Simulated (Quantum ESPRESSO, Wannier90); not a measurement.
## SiRu (CsCl type): Wannier90 run

Cell from Materials Project (mp-381), symmetrised, no further relaxation. Not found in the COD (Crystallography Open Database) copy used; not checked further. Computed values, not measurements, from PBEsol: Quantum ESPRESSO (norm-conserving PseudoDojo potentials, cutoff 68 Ry, spinors with spin-orbit coupling) on a Γ-centred 8×8×8 mesh, then Wannier90. Density: 10×10×10 mesh, cold smearing 0.01 Ry.

On the energy scale of pw.x, whose zero is arbitrary, the Fermi level lies at 19.56 eV.

Input w.win:

```
num_bands = 2
num_wann = 2
exclude_bands = 3-52
spinors = true
num_iter = 1000
conv_tol = 1.0e-6
conv_window = 4
write_hr = true
write_u_matrices = true
auto_projections = true
begin unit_cell_cart
ang
    2.9161200000    0.0000000000    0.0000000000
    0.0000000000    2.9161200000    0.0000000000
    0.0000000000    0.0000000000    2.9161200000
end unit_cell_cart
begin atoms_frac
Si   0.5000000000  0.5000000000  0.5000000000
Ru   0.0000000000  0.0000000000  0.0000000000
end atoms_frac
mp_grid = 8 8 8
begin kpoints
0.0000000000 0.0000000000 0.0000000000
0.0000000000 0.0000000000 0.1250000000
0.0000000000 0.0000000000 0.2500000000
... (509 more lines: the 8x8x8 mesh through Gamma)
end kpoints
```

Input of pw2wannier90.x that gives the overlap and projection files (equivalent; here they were cut from one run over all bands):

```
&inputpp
  outdir = './out'
  prefix = 'pwscf'
  seedname = 'w'
  write_amn = .true.
  write_mmn = .true.
  atom_proj = .true.
  atom_proj_exclude = 1 2 3 4 5 6 7 8 11 12 13 14 15 16 17 18 19 20 21 22 23 24 25 26 27 28
/
```

Output w.wout (banner and timings cut):

```
                                    ------
                                    SYSTEM
                                    ------

                              Lattice Vectors (Ang)
                    a_1     2.916120   0.000000   0.000000
                    a_2     0.000000   2.916120   0.000000
                    a_3     0.000000   0.000000   2.916120

                   Unit Cell Volume:      24.79797  (Ang^3)

                        Reciprocal-Space Vectors (Ang^-1)
                    b_1     2.154639   0.000000   0.000000
                    b_2     0.000000   2.154639   0.000000
                    b_3     0.000000   0.000000   2.154639

 *----------------------------------------------------------------------------*
 |   Site       Fractional Coordinate          Cartesian Coordinate (Ang)     |
 +----------------------------------------------------------------------------+
 | si   1   0.50000   0.50000   0.50000   |    1.45806   1.45806   1.45806    |
 | ru   1   0.00000   0.00000   0.00000   |    0.00000   0.00000   0.00000    |
 *----------------------------------------------------------------------------*
                                ------------
                                K-POINT GRID
                                ------------

             Grid size =  8 x  8 x  8      Total points =  512

 *---------------------------------- MAIN ------------------------------------*
 |  Number of Wannier Functions               :                 2             |
 |  Number of Objective Wannier Functions     :                 2             |
 |  Number of input Bloch states              :                 2             |
 |  Output verbosity (1=low, 5=high)          :                 1             |
 |  Timing Level (1=low, 5=high)              :                 1             |
 |  Optimisation (0=memory, 3=speed)          :                 3             |
 |  Length Unit                               :               Ang             |
 |  Post-processing setup (write *.nnkp)      :                 F             |
 |  Using Gamma-only branch of algorithms     :                 F             |
 *----------------------------------------------------------------------------*
 *------------------------------- WANNIERISE ---------------------------------*
 |  Total number of iterations                :              1000             |
 |  Number of CG steps before reset           :                 5             |
 |  Trial step length for line search         :             2.000             |
 |  Convergence tolerence                     :         0.100E-05             |
 |  Convergence window                        :                 4             |
 |  Iterations between writing output         :                 1             |
 |  Iterations between backing up to disk     :               100             |
 |  Write r^2_nm to file                      :                 F             |
 |  Write xyz WF centres to file              :                 F             |
 |  Write on-site energies <0n|H|0n> to file  :                 F             |
 |  Use guiding centre to control phases      :                 F             |
 |  Use phases for initial projections        :                 F             |
 *----------------------------------------------------------------------------*
 *-------------------------------- PLOTTING ----------------------------------*
 |  Plotting Hamiltonian in WF basis          :                 T             |
 *----------------------------------------------------------------------------*

 *---------------------------------- K-MESH ----------------------------------*
 +----------------------------------------------------------------------------+
 |                    Distance to Nearest-Neighbour Shells                    |
 |                    ------------------------------------                    |
 |          Shell             Distance (Ang^-1)          Multiplicity         |
 |          -----             -----------------          ------------         |
 |             1                   0.269330                      6            |
 |             2                   0.380890                     12            |
 |             3                   0.466493                      8            |
 |             4                   0.538660                      6            |
 |             5                   0.602240                     24            |
 |             6                   0.659721                     24            |
 |             7                   0.761780                     12            |
 |             8                   0.807990                     30            |
       ... (lines left out)
 +----------------------------------------------------------------------------+
 | The b-vectors are chosen automatically                                     |
 | The following shells are used:                       1                     |
 +----------------------------------------------------------------------------+
 |                        Shell   # Nearest-Neighbours                        |
 |                        -----   --------------------                        |
 |                          1               6                                 |
 +----------------------------------------------------------------------------+
 | Completeness relation is fully satisfied [Eq. (B1), PRB 56, 12847 (1997)]  |
 +----------------------------------------------------------------------------+
 |                  b_k Vectors (Ang^-1) and Weights (Ang^2)                  |
 |                  ----------------------------------------                  |
 |            No.         b_k(x)      b_k(y)      b_k(z)        w_b           |
 |            ---        --------------------------------     --------        |
 |             1         0.000000    0.000000    0.269330     6.892885        |
 |             2         0.000000    0.269330    0.000000     6.892885        |
 |             3         0.269330    0.000000    0.000000     6.892885        |
 |             4         0.000000    0.000000   -0.269330     6.892885        |
 |             5         0.000000   -0.269330    0.000000     6.892885        |
 |             6        -0.269330    0.000000    0.000000     6.892885        |
 +----------------------------------------------------------------------------+
 |                           b_k Directions (Ang^-1)                          |
 |                           -----------------------                          |
 |            No.           x           y           z                         |
 |            ---        --------------------------------                     |
 |             1         0.000000    0.000000    0.269330                     |
 |             2         0.000000    0.269330    0.000000                     |
 |             3         0.269330    0.000000    0.000000                     |
 +----------------------------------------------------------------------------+

 Starting a new Wannier90 calculation ...

 Reading overlaps from w.mmn

 Reading projections from w.amn

 *------------------------------- WANNIERISE ---------------------------------*
 +--------------------------------------------------------------------+<-- CONV
 | Iter  Delta Spread     RMS Gradient      Spread (Ang^2)            |<-- CONV
 +--------------------------------------------------------------------+<-- CONV

 ------------------------------------------------------------------------------
 Initial State
  WF centre and spread    1  (  0.000000,  0.000000, -0.000000 )     0.33104626
  WF centre and spread    2  ( -0.000000, -0.000000,  0.000000 )     0.33104626
  Sum of centres and spreads (  0.000000,  0.000000, -0.000000 )     0.66209252

      0     0.662E+00     0.0000000000        0.6620925248  <-- CONV
        O_D=      0.0000000 O_OD=      0.0000000 O_TOT=      0.6620925 <-- SPRD
 ------------------------------------------------------------------------------
      1     0.000E+00     0.0000000120        0.6620925248  <-- CONV
        O_D=      0.0000000 O_OD=      0.0000000 O_TOT=      0.6620925 <-- SPRD
      2     0.000E+00     0.0000000120        0.6620925248  <-- CONV
        O_D=      0.0000000 O_OD=      0.0000000 O_TOT=      0.6620925 <-- SPRD
      3     0.000E+00     0.0000000119        0.6620925248  <-- CONV
        O_D=      0.0000000 O_OD=      0.0000000 O_TOT=      0.6620925 <-- SPRD
      4     0.000E+00     0.0000000119        0.6620925248  <-- CONV
        O_D=      0.0000000 O_OD=      0.0000000 O_TOT=      0.6620925 <-- SPRD
             <<<     Delta < 1.000E-06  over  4 iterations     >>>
             <<< Wannierisation convergence criteria satisfied >>>
 Final State
  WF centre and spread    1  (  0.000000,  0.000000, -0.000000 )     0.33104626
  WF centre and spread    2  ( -0.000000, -0.000000,  0.000000 )     0.33104626
  Sum of centres and spreads (  0.000000,  0.000000, -0.000000 )     0.66209252

         Spreads (Ang^2)       Omega I      =     0.662092524
        ================       Omega D      =     0.000000000
                               Omega OD     =     0.000000001
    Final Spread (Ang^2)       Omega Total  =     0.662092525
```
